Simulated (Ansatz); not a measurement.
This cell of As (A7 type, space group R-3m) is off equilibrium:

```
CELL_PARAMETERS angstrom
      1.87270     1.08120     3.25149
     -1.87270     1.08120     3.25149
      0.00000    -2.16240     3.25149
ATOMIC_POSITIONS crystal
  As 0.23274 0.23274 0.23274
  As 0.89028 0.65240 0.56533
```

Computed with PBEsol-D3(BJ) (plane waves to 420 eV, PAW, scalar-relativistic; Ansatz, a program for electronic structure). k mesh 12×12×12 (Γ-centred), Fermi-Dirac smearing 0.05 eV. The energy includes the smearing's −TS. Compression counts positive. With partly filled bands, energies and forces of such displacements shift with the k mesh and the smearing. As was relaxed with its symmetry unable to fall.

Q: Predict the force on every atom, in eV/Å.

A: 
```csv
atom,Fx,Fy,Fz
As1,4.471,2.830,-3.516
As2,-4.471,-2.830,3.516
```

Q: What is the stress tensor (GPa)?

A: 
```
   22.8     10.9    -20.8
   10.9      7.7     -8.4
  -20.8     -8.4     16.8
```
The pressure, a third of the trace, is 15.7 GPa.

Q: In it atom 2 sits (0.445, 0.445, -0.630) Å away from its relaxed site. What is its energy relative to the relaxed cell?

A: 1148 meV/cell.

(A displaced cell: forces are minus the slopes of the energy, force constants its curvatures, and phonons follow from these.)
